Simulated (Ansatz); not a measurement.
Ta$_{2}$O$_{5}$, first-principles data

Ta2O5:
```yaml
crystal:
  lattice:
    - [6.20972, 0.00000, 0.00000]
    - [0.00000, 7.32521, 0.00000]
    - [0.00000, 0.00000, 3.78839]
  atoms:
    - { symbol: Ta, position: [0.22446, 0.61908, 0.00000] }
    - { symbol: Ta, position: [0.72446, 0.88092, 0.00000] }
    - { symbol: Ta, position: [0.77554, 0.38092, 0.00000] }
    - { symbol: Ta, position: [0.27554, 0.11908, 0.00000] }
    - { symbol: O, position: [0.19858, 0.65640, 0.50000] }
    - { symbol: O, position: [0.69858, 0.84360, 0.50000] }
    - { symbol: O, position: [0.80142, 0.34360, 0.50000] }
    - { symbol: O, position: [0.30142, 0.15640, 0.50000] }
    - { symbol: O, position: [0.50000, 0.50000, 0.00000] }
    - { symbol: O, position: [0.00000, 0.00000, 0.00000] }
    - { symbol: O, position: [0.38960, 0.85983, 0.00000] }
    - { symbol: O, position: [0.88960, 0.64017, 0.00000] }
    - { symbol: O, position: [0.61040, 0.14017, 0.00000] }
    - { symbol: O, position: [0.11040, 0.35983, 0.00000] }
```

Space group Pbam (No. 55); conventional cell a = 6.2097 Å, b = 7.3252 Å, c = 3.7884 Å, α = β = γ = 90.00°.

Method: r²SCAN (plane waves, PAW; program Ansatz). The cell and atoms are relaxed at this level. Other levels are named where they apply.

### Cell and energy

Volume per atom: 12.31 Å³
Density: 8.52 g/cm³
Formation energy from the elements (no fitted shifts): -294 kJ/mol-atom

### Electronic structure

Band gap: 2.70 eV (direct)
Valence-band maximum: at Z (k = 0.000, 0.000, 0.500 in fractions of the reciprocal vectors)
Conduction-band minimum: at Z (k = 0.000, 0.000, 0.500 in fractions of the reciprocal vectors)
Electron effective mass: 0.31, 0.65, 30 mₑ (principal values)
Hole effective mass: 1.0, 2.4, 2.8 mₑ (principal values)
Hole effective mass with spin–orbit coupling: 1.0, 2.4, 2.8 mₑ (principal values)
HSE06 gap on the r²SCAN cell: 3.76 eV
Gap with spin–orbit coupling: 2.66 eV

### Charges

* **Bader charges**: Ta +3.09, O -1.28 to -1.19 e

The start of the workflow was typed in or built on a structure type; the Crystallography Open Database copy checked does not list it. COD files the formula under space group No. 49. Its standing as an ambient phase is unchecked. The cell was relaxed with r²SCAN under the symmetry of its start; whether a distortion lowers the energy is not shown. No spin polarisation was allowed. The references are the lowest solids computed at this level, not always the standard phases (solids in place of the gases). Scalar-relativistic: spin–orbit coupling is off unless named, which matters more the heavier the elements.

Potentials: the earlier of the program's two PAW sets.
